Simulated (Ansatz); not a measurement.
What DFT gives for ZnSnBi₂Se₄

```
Bi Zn Sn Se
1.0
     0.00000    6.03707    0.00000
     6.03707    0.00000    0.00000
     3.01853    3.01853   -6.02662
Bi Zn Sn Se
2 1 1 4
Cartesian
  0.0000 0.0000 0.0000
  3.0185 6.0371 -3.0133
  6.0371 3.0185 -3.0133
  3.0185 3.0185 0.0000
  7.5838 4.4880 -4.4813
  1.4694 1.4718 -1.5453
  4.4904 7.5862 -4.4813
  4.5676 4.5652 -1.5453
```

Single point in Ansatz 0.2.0 with PBE, no spin polarisation. Cutoff 420 eV, PAW datasets, 6×6×6 Γ-centred k mesh, gaussian filling (width 0.0573 eV).

(1) What does the stress say?

(2) Which atom feels the largest force, and which way?

(3) How is the charge shared?

(4) Metal or insulator?

(5) Is it stable against the elements?

(6) Describe some of the short contacts.

Origin: a known structure type with other elements, at an estimated volume, so it need not be a known compound. Caveats: many states at the Fermi level without spin polarisation, so a magnetic state may lie lower; atoms or cell far from equilibrium.

Answers

(1) The pressure is 18.2 GPa (compression positive), so with the atoms held at these fractions the cell would first expand; the forces are large, so a full relaxation may end otherwise.

(2) The largest is on Se5 (and as large on other atoms): 2.54 eV/Å, components (-2.22, -0.85, 0.88). It makes 24° with the line to a nearest neighbour, Zn3 at 2.59 Å, pointing towards it.

(3) Bader charges in e: Zn +0.57, Sn +0.73, Bi +0.80, Se -0.73. In the mean Bi gives up most and Se takes most.

(4) It is a metal, with about 3.8 states/eV a cell as the mean within 0.25 eV of the Fermi level, mostly Bi p (38 %), Se p (17 %) and Sn p (13 %).

(5) 0.35 eV an atom against the elements' usual phases (free molecules for gases, crystals otherwise, with no correction for O₂ or N₂), so at this geometry it isn't bound against them. Relaxing would lower it.

(6) Zn–Se at 2.59 Å: least valence density 0.33 e/Å³ and ELF 0.32 there. Bi–Se at 2.59 Å: least valence density 0.48 e/Å³ and ELF 0.41 there. Sn–Se at 2.68 Å: least valence density 0.38 e/Å³ and ELF 0.39 there. Both are smooth PAW fields, read partly inside the augmentation spheres.
